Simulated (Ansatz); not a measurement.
Relaxed-ion elastic tensor of ZnO in space group Pm-3n (No. 223; Zn on 6c, O on 6d) in GPa (Voigt order), DFT-r²SCAN in the program Ansatz with PAW potentials; density 4.67 g/cm³, 14.48 Å³ per atom.

```json
[
 {"": "1", "1": "187", "2": "85.6", "3": "85.6", "4": "0.0", "5": "0.0", "6": "0.0"},
 {"": "2", "1": "85.6", "2": "187", "3": "85.6", "4": "0.0", "5": "0.0", "6": "0.0"},
 {"": "3", "1": "85.6", "2": "85.6", "3": "187", "4": "0.0", "5": "0.0", "6": "0.0"},
 {"": "4", "1": "0.0", "2": "0.0", "3": "0.0", "4": "17.0", "5": "0.0", "6": "0.0"},
 {"": "5", "1": "0.0", "2": "0.0", "3": "0.0", "4": "0.0", "5": "17.0", "6": "0.0"},
 {"": "6", "1": "0.0", "2": "0.0", "3": "0.0", "4": "0.0", "5": "0.0", "6": "17.0"}
]
```

**Question.** Is the crystal mechanically stable?

**Answer.** Yes: the smallest eigenvalue of C is 17.0 GPa.

**Question.** Work out the Voigt, Reuss and Hill averages.

**Answer.** K_V = 119, K_R = 119, K_H = 119; G_V = 30.5, G_R = 23.2, G_H = 26.8 GPa.

**Question.** Give Young's modulus, Poisson's ratio, Pugh's ratio and the universal anisotropy index.

**Answer.** E = 9KG/(3K + G) = 74.9 GPa; ν = 0.40; K/G = 4.45 (ductile by the Pugh limit of 1.75); A_U = 5G_V/G_R + K_V/K_R − 6 = 1.58.

**Question.** Estimate the sound speeds and the Debye temperature.

**Answer.** v_l = √((K + 4G/3)/ρ) = 5770 m/s, v_t = √(G/ρ) = 2400 m/s, mean 2710 m/s; Θ = (h/k)(3n/4πV)^(1/3) v_m = 331 K.

**Question.** Give the Zener ratio and Young's modulus along [100], [110] and [111].

**Answer.** A = 2C44/(C11 − C12) = 0.34; 1/E = S11 − 2(S11 − S12 − S44/2)Γ with Γ = 0, 1/4, 1/3 gives 133, 57.9, 48.7 GPa.

The start of the workflow was typed in or built on a structure type; neither database checked (COD, Materials Project) lists it. It is not the phase usual at ambient conditions (space group No. 186). Symmetry was held in the r²SCAN relaxation; its stability against distortions is not shown here.

Potentials: the earlier of the program's two PAW sets.
